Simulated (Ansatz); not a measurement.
Cs2AgBiBr6: excitons and shallow donors from band masses and screening

Theory: DFT PBEsol, scalar-relativistic, plane waves, PAW in Ansatz 0.2.0.

Cutoff 420 eV; k points 4×4×4 on the computed 10-atom cell (Γ-centred); Gaussian smearing, width 0.02 eV; no spin polarisation.

Relaxed cell: Fm-3m, a = 11.187 Å, b = 11.187 Å, c = 11.187 Å, α = 90.00°, β = 90.00°, γ = 90.00°, 10 atoms in the primitive cell.

The calculation gives a Kohn–Sham gap of 1.09 eV, an electron mass of 0.275 mₑ and a hole mass of 0.345 mₑ (harmonic means over x, y, z and over the bands degenerate at each edge), and ε∞ = 6.06 (independent particles, mean of the diagonal). The masses depend on direction at the band edges, which the isotropic model averages.

Question: Estimate the binding energy and radius of a Wannier–Mott exciton and of a shallow donor, and say whether the hydrogenic model can hold.

Answer: The reduced mass is μ = mₙmₕ/(mₙ + mₕ) = 0.153 mₑ, with mₙ and mₕ the band masses. With E_b = 13.606 eV × μ/ε² and a = 0.529 Å × ε/μ (μ in mₑ) the exciton has E_b = 57 meV and a = 21 Å. For a donor μ is the electron mass: 102 meV and 11.7 Å. The radius isn't large against the shortest lattice vector (7.91 Å), so the continuum picture is doubtful and the numbers are only a scale. In a polar crystal the ions screen too, so a state bound more weakly than an optical phonon feels the larger static constant, which lowers the energy and widens the orbit. The other way, the small Kohn–Sham gap and the missing local fields make ε∞ too large and the masses tend to be too light, which underbinds. The edges lie at different points of the zone, so the exciton is indirect.

Spin-orbit coupling is left out, which matters for the bands of heavy elements.